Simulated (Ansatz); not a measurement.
AlCu (CsCl type, Pm-3m) under volume change, the program Ansatz at the LDA level (PAW), scaled uniformly.

```tsv
V (Å³/atom)	E − E(relaxed) (meV/atom)	P (GPa)
11.369	52.2	16.26
11.744	21.8	9.88
12.119	5.1	4.52
12.494	0.0	0.00
12.868	4.6	-3.81
13.243	17.3	-7.02
13.618	37.0	-9.73
```

Task: What does a third-order Birch–Murnaghan fit give for V₀, B₀ and B′?

Result: V₀ = 12.49 Å³/atom, B₀ = 138 GPa, B′ = 4.7.

The workflow started from a Materials Project entry (that database holds measured and hypothetical structures alike); the Crystallography Open Database copy checked does not list it. COD files the formula under space group No. 12. Its standing as an ambient phase is unchecked. Symmetry was held in the LDA relaxation. At this level the phase is mechanically unstable. No spin polarisation was allowed.

Potentials: the later of the program's two PAW sets.
